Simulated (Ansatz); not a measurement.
Relax this structure to zero stress and force, keeping its symmetry:

```cif
data_structure
_symmetry_space_group_name_H-M 'Pm-3m'
_symmetry_Int_Tables_number 221
_cell_length_a 3.5930
_cell_length_b 3.5930
_cell_length_c 3.5930
_cell_angle_alpha 90.000
_cell_angle_beta 90.000
_cell_angle_gamma 90.000
_cell_volume 46.38
loop_
_atom_site_label
_atom_site_type_symbol
_atom_site_symmetry_multiplicity
_atom_site_Wyckoff_symbol
_atom_site_fract_x
_atom_site_fract_y
_atom_site_fract_z
_atom_site_occupancy
Mn1 Mn 1 a 0.00000 0.00000 0.00000 1
Ni1 Ni 3 c 0.00000 0.50000 0.50000 1
```

All numbers below come from Ansatz 0.2.0, DFT r2SCAN, scalar-relativistic, plane waves, PAW.

Plane waves to 500 eV, a k mesh through Γ of 12×12×12 on the computed 4-atom cell and Gaussian smearing (0.10 eV); collinear spin from starting moments 3.99 0.88 0.88 0.88 μB.

**Question.** What does it relax to?

**Answer.** The volume goes down by 0.42 Å³/atom to 11.18 Å³/atom, and the energy falls by 8.7 meV/atom. The cell ends with a moment of 5.59 μB (only this magnetic start was tried). Final structure:
```cif
data_structure
_symmetry_space_group_name_H-M 'Pm-3m'
_symmetry_Int_Tables_number 221
_cell_length_a 3.5491
_cell_length_b 3.5491
_cell_length_c 3.5491
_cell_angle_alpha 90.000
_cell_angle_beta 90.000
_cell_angle_gamma 90.000
_cell_volume 44.71
loop_
_atom_site_label
_atom_site_type_symbol
_atom_site_symmetry_multiplicity
_atom_site_Wyckoff_symbol
_atom_site_fract_x
_atom_site_fract_y
_atom_site_fract_z
_atom_site_occupancy
Mn1 Mn 1 a 0.00000 0.00000 0.00000 1
Ni1 Ni 3 c 0.00000 0.50000 0.50000 1
```

Course of the relaxation (steps run on the plane waves of an earlier cell, and the basis is chosen afresh near the end, so energy and pressure can step there; trial steps that raised the energy were taken back; energies are free energies):

```json
{"step": "1", "E − E_final (meV/atom)": "8.7", "P (GPa)": "-6.43", "V (Å³/atom)": "11.60"}
{"step": "2", "E − E_final (meV/atom)": "1.4", "P (GPa)": "-2.85", "V (Å³/atom)": "11.35"}
{"step": "3", "E − E_final (meV/atom)": "-0.4", "P (GPa)": "0.21", "V (Å³/atom)": "11.17"}
{"step": "4", "E − E_final (meV/atom)": "-0.4", "P (GPa)": "-0.01", "V (Å³/atom)": "11.18"}
{"step": "5", "E − E_final (meV/atom)": "0.0", "P (GPa)": "-0.05", "V (Å³/atom)": "11.18"}
{"step": "6", "E − E_final (meV/atom)": "0.0", "P (GPa)": "0.00", "V (Å³/atom)": "11.18"}
{"step": "7", "E − E_final (meV/atom)": "0.0", "P (GPa)": "0.00", "V (Å³/atom)": "11.18"}
```

The state reached may not be the lowest one. Only parallel moments were tried here.

Cost: 1 run of about 9.7 core-minutes, on Arm Neoverse V1 (shared hosts).